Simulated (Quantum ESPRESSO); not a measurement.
# Computed records: HfZrTiGaO₇F (made-up cell), Hf₃AlO₇F (made-up cell), HfIn₃NO₅ (made-up cell)

Computed with Quantum ESPRESSO 7.5. Calculation on a made-up crystal cell, not a measurement, with one named mistake planted (healthy values lack it): periodic Kohn-Sham density functional theory in plane waves with PseudoDojo standard norm-conserving scalar-relativistic pseudopotentials, each functional with its own files (v0.5 for PBE, v0.4.1 for LDA and PBEsol), no spin polarisation, no spin-orbit coupling, atoms not relaxed, stress positive in tension, energies less a fixed whole-eV offset for each atom's element; levels are Kohn-Sham levels at fractions of this cell's reciprocal vectors, counted from the reference band (half the neutral cell's valence electrons, rounded up) at Gamma; error bars cover cutoff and k-mesh only, not smearing or the files; each bar is the largest change over components, and at least 0.002 eV, 0.002 eV per angstrom or 0.02 GPa; a charged cell sits in a uniform background, with energy and stress on this program's zero of potential; no dispersion term; energies are for the whole cell, and the offsets were chosen from early runs and are not element reference energies; a distance is the largest change of any value in units of its error bar (the energy's for the smearing term), a scale change is of lengths, and a coarse mesh keeps the half-step shift; machines and their load varied, so run times do not measure scaling.

Common to all runs: intended functional pbe; intended cutoff 1143 eV; intended fermi dirac smearing 0.025 eV; intended scf tolerance 1e-07 eV; intended electrons removed 0; healthy smearing term minus ts 0 eV; structure shown as intended, without the mistake.

Notes on all entries: the hafnium pseudopotential is less sure than the others, with forces about 3 percent (worst 6) and pressure in oxides about 1.5 GPa (worst 2.7) from a second method in checks, which the error bars do not cover.

```json
{"entry": 1, "formula": "HfZrTiGaO7F", "kind": "made-up cell", "intended_structure": {"cell_angstrom": [[4.9063, 0.0, 0.0], [0.0, 4.9063, 0.0], [0.0, 0.0, 4.9063]], "atoms_fractional": [["Ga", 0.01386, -0.02213, -0.0151], ["Ti", 0.00828, 0.5274, 0.48776], ["Hf", 0.5175, 0.03377, 0.53105], ["Zr", 0.46662, 0.49697, 0.00236], ["F", 0.25881, 0.24267, 0.27312], ["O", 0.28649, 0.2553, 0.75678], ["O", 0.23474, 0.72921, 0.28406], ["O", 0.25376, 0.7525, 0.78059], ["O", 0.77661, 0.24723, 0.24544], ["O", 0.77203, 0.2668, 0.76194], ["O", 0.74576, 0.72295, 0.21713], ["O", 0.73542, 0.73697, 0.75801]]}, "given": {"lattice_type": "fluorite", "healthy_free_energy_less_offsets [eV]": 4.45, "healthy_scf_iterations": 17, "healthy_pressure [GPa]": 24.73, "healthy_stress_xx [GPa]": -20.99, "healthy_stress_yy [GPa]": -26.34, "healthy_stress_zz [GPa]": -26.85, "healthy_stress_yz [GPa]": -1.07, "healthy_stress_xz [GPa]": -3.04, "healthy_stress_xy [GPa]": 0.01, "healthy_reference_band": 49, "fault_kind": "coarse kmesh", "fault_k_points_along_each_vector": 2, "faulty_run_command": "mpirun -np 4 pw.x -nk 4 -in in", "faulty_run_processor": "Intel Xeon, older, virtual cores", "intended_k_mesh": "5 x 5 x 5, shifted by half a step", "atom_site": [1, 2, 3, 4, 5, 6, 7, 8, 9, 10, 11, 12], "atom_energy_offset [eV]": [-2080, -1614, -1535, -1377, -677, -452, -452, -452, -452, -452, -452, -452], "healthy_force_site": [1, 2, 3, 4, 5, 6, 7, 8, 9, 10, 11, 12], "healthy_force_x [eV/angstrom]": [-3.379, -4.937, 4.348, 5.48, -0.748, -3.67, 0.831, -2.223, 0.256, 1.22, 1.525, 1.297], "healthy_force_y [eV/angstrom]": [0.003, 0.193, -3.454, 1.473, -0.66, -1.062, 1.234, 1.712, -1.082, -1.326, 1.756, 1.213], "healthy_force_z [eV/angstrom]": [0.111, 1.082, -0.396, 1.035, -0.397, -0.914, 0.131, -1.233, 1.447, -0.539, 2.76, -3.087], "healthy_level_k_point": ["Gamma", "(1/2,1/2,1/2)", "(0.15,0,0)", "(0,0.15,0)", "(0,0,0.15)"], "healthy_next_band_up [eV]": [0.779, 1.745, 0.867, 1.0, 0.975]}, "results": {"faulty_free_energy_less_offsets [eV]": 4.186, "faulty_scf_iterations": 17, "faulty_smearing_term_minus_ts [eV]": 0.0, "faulty_pressure [GPa]": 24.27, "faulty_stress_xx [GPa]": -20.58, "faulty_stress_yy [GPa]": -25.98, "faulty_stress_zz [GPa]": -26.25, "faulty_stress_yz [GPa]": -1.066, "faulty_stress_xz [GPa]": -2.819, "faulty_stress_xy [GPa]": -0.08946, "faulty_force_site": [1, 2, 3, 4, 5, 6, 7, 8, 9, 10, 11, 12], "faulty_force_x [eV/angstrom]": [-3.341, -4.93, 4.308, 5.5, -0.7463, -3.752, 0.9084, -2.136, 0.1911, 1.141, 1.492, 1.365], "faulty_force_y [eV/angstrom]": [0.003757, 0.116, -3.539, 1.495, -0.6089, -1.05, 1.333, 1.606, -1.005, -1.27, 1.715, 1.202], "faulty_force_z [eV/angstrom]": [0.128, 1.171, -0.4574, 1.073, -0.3914, -0.8791, -0.00284, -1.378, 1.399, -0.5993, 2.929, -2.991], "faulty_reference_band": 49, "faulty_level_k_point": ["Gamma", "(1/2,1/2,1/2)", "(0.15,0,0)", "(0,0.15,0)", "(0,0,0.15)"], "faulty_next_band_up [eV]": [0.8111, 1.782, 0.9017, 1.033, 1.009], "other_mistakes_compared": 7, "distance_from_healthy [error bars]": 84.55, "distance_from_nearest_other_mistake [error bars]": 108.1, "healthy_error_bar_energy [eV]": 0.00319, "healthy_error_bar_stress [GPa]": 0.03882, "healthy_error_bar_force [eV/angstrom]": 0.002, "healthy_error_bar_next_band_up [eV]": 0.002, "faulty_wall_time_of_scf_and_band_steps_on_a_shared_machine [s]": 40.5}}
{"entry": 2, "formula": "Hf3AlO7F", "kind": "made-up cell", "intended_structure": {"cell_angstrom": [[5.0505, 0.0279, -0.0204], [0.0279, 5.0965, 0.0458], [-0.0204, 0.0458, 5.0645]], "atoms_fractional": [["Hf", -0.00416, 0.00533, 0.01188], ["Hf", -0.0018, 0.49618, 0.50142], ["Al", 0.49708, 0.01145, 0.49539], ["Hf", 0.50491, 0.50317, 0.00886], ["O", 0.24266, 0.2159, 0.25492], ["F", 0.2296, 0.25921, 0.73621], ["O", 0.24336, 0.74941, 0.25472], ["O", 0.27244, 0.72529, 0.73905], ["O", 0.74775, 0.23714, 0.25244], ["O", 0.72256, 0.25566, 0.74223], ["O", 0.73455, 0.76064, 0.22455], ["O", 0.75351, 0.77549, 0.75148]]}, "given": {"lattice_type": "fluorite", "healthy_free_energy_less_offsets [eV]": 1.466, "healthy_scf_iterations": 14, "healthy_pressure [GPa]": -3.34, "healthy_stress_xx [GPa]": 2.39, "healthy_stress_yy [GPa]": 5.43, "healthy_stress_zz [GPa]": 2.2, "healthy_stress_yz [GPa]": 0.04, "healthy_stress_xz [GPa]": -1.88, "healthy_stress_xy [GPa]": 0.66, "healthy_reference_band": 44, "fault_kind": "atoms exchanged", "fault_first_exchanged_site": 6, "fault_second_exchanged_site": 8, "faulty_run_command": "pw.x -nk 1 -in in", "faulty_run_processor": "AMD EPYC, Zen 5 class, virtual cores", "intended_k_mesh": "4 x 4 x 4, shifted by half a step", "atom_site": [1, 2, 3, 4, 5, 6, 7, 8, 9, 10, 11, 12], "atom_energy_offset [eV]": [-1535, -1535, -64, -1535, -452, -677, -452, -452, -452, -452, -452, -452], "healthy_force_site": [1, 2, 3, 4, 5, 6, 7, 8, 9, 10, 11, 12], "healthy_force_x [eV/angstrom]": [-2.091, -2.087, 1.48, 1.214, 1.435, 0.482, -0.514, -0.709, -0.025, -0.17, 0.327, 0.657], "healthy_force_y [eV/angstrom]": [-2.731, 3.129, -1.668, 2.162, 1.76, -1.688, -1.185, 1.093, 0.702, 0.397, -1.067, -0.903], "healthy_force_z [eV/angstrom]": [0.607, -1.694, -0.825, 0.495, 0.618, 1.006, -0.29, 0.108, 0.242, -0.073, 1.349, -1.543], "healthy_level_k_point": ["Gamma", "(1/2,1/2,1/2)", "(0.15,0,0)", "(0,0.15,0)", "(0,0,0.15)"], "healthy_next_band_up [eV]": [1.59, 3.986, 1.828, 1.825, 1.817]}, "results": {"faulty_free_energy_less_offsets [eV]": 1.186, "faulty_scf_iterations": 15, "faulty_smearing_term_minus_ts [eV]": 0.0, "faulty_pressure [GPa]": -3.342, "faulty_stress_xx [GPa]": 2.243, "faulty_stress_yy [GPa]": 5.061, "faulty_stress_zz [GPa]": 2.722, "faulty_stress_yz [GPa]": 0.03282, "faulty_stress_xz [GPa]": -2.158, "faulty_stress_xy [GPa]": -0.6718, "faulty_force_site": [1, 2, 3, 4, 5, 6, 7, 8, 9, 10, 11, 12], "faulty_force_x [eV/angstrom]": [-1.773, -2.034, 1.277, 1.724, 1.402, 0.1502, -0.1842, -0.5167, -0.01007, -0.1728, -0.08026, 0.2175], "faulty_force_y [eV/angstrom]": [1.081, -1.243, 1.112, -1.647, 1.59, -1.181, -1.16, 1.691, 1.103, 0.6289, -0.9225, -1.053], "faulty_force_z [eV/angstrom]": [0.365, -1.263, -0.8481, 0.9091, 0.1904, 0.9328, -0.07379, -0.05942, 0.05162, 0.09872, 1.4, -1.703], "faulty_reference_band": 44, "faulty_level_k_point": ["Gamma", "(1/2,1/2,1/2)", "(0.15,0,0)", "(0,0.15,0)", "(0,0,0.15)"], "faulty_next_band_up [eV]": [1.836, 4.345, 2.067, 2.074, 2.058], "other_mistakes_compared": 7, "distance_from_healthy [error bars]": 2186.0, "distance_from_nearest_other_mistake [error bars]": 2078.0, "healthy_error_bar_energy [eV]": 0.002, "healthy_error_bar_stress [GPa]": 0.03363, "healthy_error_bar_force [eV/angstrom]": 0.002, "healthy_error_bar_next_band_up [eV]": 0.002, "faulty_wall_time_of_scf_and_band_steps_on_a_shared_machine [s]": 539.9}}
{"entry": 3, "formula": "HfIn3NO5", "kind": "made-up cell", "intended_structure": {"cell_angstrom": [[2.7717, 1.6362, 5.0012], [-2.7337, 1.6948, 4.9605], [0.0697, -3.2376, 4.9502]], "atoms_fractional": [["In", 0.34236, 0.3281, 0.37887], ["In", 0.17724, 0.17984, 0.12611], ["In", 0.63688, 0.65654, 0.65489], ["Hf", 0.85394, 0.86826, 0.83471], ["O", 0.56256, 0.97059, 0.25207], ["O", 0.2422, 0.5462, 0.92605], ["O", 0.9223, 0.23347, 0.57949], ["O", 0.45191, 0.01701, 0.77392], ["O", 0.75876, 0.43828, 0.03672], ["N", 0.03971, 0.78158, 0.44416]]}, "given": {"lattice_type": "corundum", "healthy_free_energy_less_offsets [eV]": 5.977, "healthy_scf_iterations": 15, "healthy_pressure [GPa]": 3.13, "healthy_stress_xx [GPa]": -4.3, "healthy_stress_yy [GPa]": 0.93, "healthy_stress_zz [GPa]": -6.01, "healthy_stress_yz [GPa]": 0.92, "healthy_stress_xz [GPa]": 3.09, "healthy_stress_xy [GPa]": 0.67, "fault_kind": "atoms exchanged", "fault_first_exchanged_site": 5, "fault_second_exchanged_site": 10, "faulty_run_command": "mpirun -np 4 pw.x -nk 4 -in in", "faulty_run_processor": "AMD EPYC, Zen 5 class, virtual cores", "intended_k_mesh": "5 x 5 x 5, shifted by half a step", "atom_site": [1, 2, 3, 4, 5, 6, 7, 8, 9, 10], "atom_energy_offset [eV]": [-1808, -1808, -1808, -1535, -452, -452, -452, -452, -452, -283], "healthy_force_site": [1, 2, 3, 4, 5, 6, 7, 8, 9, 10], "healthy_force_x [eV/angstrom]": [-2.081, 0.262, 1.562, 1.484, 0.911, -1.598, -0.285, -0.822, -0.565, 1.131], "healthy_force_y [eV/angstrom]": [1.145, -3.467, 0.1, 0.023, 0.581, 1.269, 0.51, 0.434, -0.011, -0.584], "healthy_force_z [eV/angstrom]": [3.908, -4.661, -0.45, -1.381, -1.602, 1.572, 0.599, 1.133, 1.042, -0.16]}, "results": {"faulty_free_energy_less_offsets [eV]": 5.57, "faulty_scf_iterations": 15, "faulty_smearing_term_minus_ts [eV]": 0.0, "faulty_pressure [GPa]": 3.217, "faulty_stress_xx [GPa]": -1.663, "faulty_stress_yy [GPa]": 0.4866, "faulty_stress_zz [GPa]": -8.475, "faulty_stress_yz [GPa]": -1.814, "faulty_stress_xz [GPa]": 4.328, "faulty_stress_xy [GPa]": 0.8715, "faulty_force_site": [1, 2, 3, 4, 5, 6, 7, 8, 9, 10], "faulty_force_x [eV/angstrom]": [-0.8561, 0.8586, 0.7384, 0.4651, 1.333, -2.258, -0.2832, -0.7293, -0.4927, 1.224], "faulty_force_y [eV/angstrom]": [1.119, -2.923, 0.2594, -1.491, 0.7645, 1.452, 0.4845, 0.5154, 0.454, -0.6351], "faulty_force_z [eV/angstrom]": [2.735, -3.347, -1.716, 0.2625, -1.903, 1.39, 0.4528, 1.186, 1.199, -0.2597], "other_mistakes_compared": 7, "distance_from_healthy [error bars]": 821.8, "distance_from_nearest_other_mistake [error bars]": 650.8, "healthy_error_bar_energy [eV]": 0.002891, "healthy_error_bar_stress [GPa]": 0.02692, "healthy_error_bar_force [eV/angstrom]": 0.002, "faulty_wall_time_of_scf_and_band_steps_on_a_shared_machine [s]": 180.4}}
```
